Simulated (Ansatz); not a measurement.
The elements of this relaxed trial crystal are hidden behind letters.

```
lattice vectors (Å)
  -2.0850    2.0850    2.0850
   2.0850   -2.0850    2.0850
   2.0850    2.0850   -2.0850
fractional positions
X 0.0000 0.0000 0.0000
Z 0.0000 0.5000 0.5000
Z 0.5000 0.0000 0.5000
Z 0.5000 0.5000 0.0000
```

The calculation used DFT PBE, scalar-relativistic, plane waves, PAW in Ansatz. Settings of the last relaxation (4-atom cell): 420 eV, 16×16×16 k points, Gaussian smearing of 0.10 eV, collinear spin.

```
Space group                                 : Im-3m (No. 229)
Conventional cell                           : a = 4.170 Å
Volume per atom                             : 9.06 Å³
Density                                     : 3.31 g/cm³
Formation energy                            : −0.54 eV/atom
Gap on the 16×16×16 mesh of the 4-atom cell : 0 eV (a metal)
Net moment per atom                         : 0.00 μB
```

Energies are uncorrected and count from the elements' standard states at the same level.

Question: X is an s-block element of period 3 and Z is a p-block element of period 2. Which elements are they?

Answer: X = Mg, Z = O, so the formula is MgO3. Density times volume gives a mean mass of 3.31 × 9.06/1.6605 = 18.1 u per atom, and this set has 18.1 u. Among the elements that the hints allow, noble gases aside, only these give it. Around Mg lie 6 O at 2.09 Å; O has 2 Mg at 2.09 Å and 4 O at 2.09 Å.

A structure relaxed within its symmetry needn't be a true minimum.
